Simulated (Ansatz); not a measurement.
ZrC (rock salt, space group No. 225) at seven volumes, plane-wave PAW LDA (Ansatz code), scaled uniformly. One row is withheld.

| V (Å³/atom) | P (GPa) |
|---|---|
| 11.374 | 28.20 |
| 11.749 | 17.35 |
| 12.124 | 8.02 |
| 12.498 | 0.00 |
| 12.873 | ? |
| 13.248 | -12.81 |
| 13.623 | -17.90 |

Fit the shown pressures and predict the withheld one.

P = (3/2)B₀(x^(7/2) − x^(5/2))[1 + (3/4)(B′ − 4)(x − 1)] with x = (V₀/V)^(2/3). Least squares on the six rows gives V₀ = 12.499 Å³/atom, B₀ = 247 GPa, B′ = 4.03. At V = 12.873, x = 0.9805 and P = -6.86 GPa. The run itself gave -6.89 GPa.

Space group Fm-3m (rock salt). Symmetry was held in the LDA relaxation; of distortions, only those at the zone centre were tested. The run is not spin-polarised.

Potentials: the later of the program's two PAW sets.
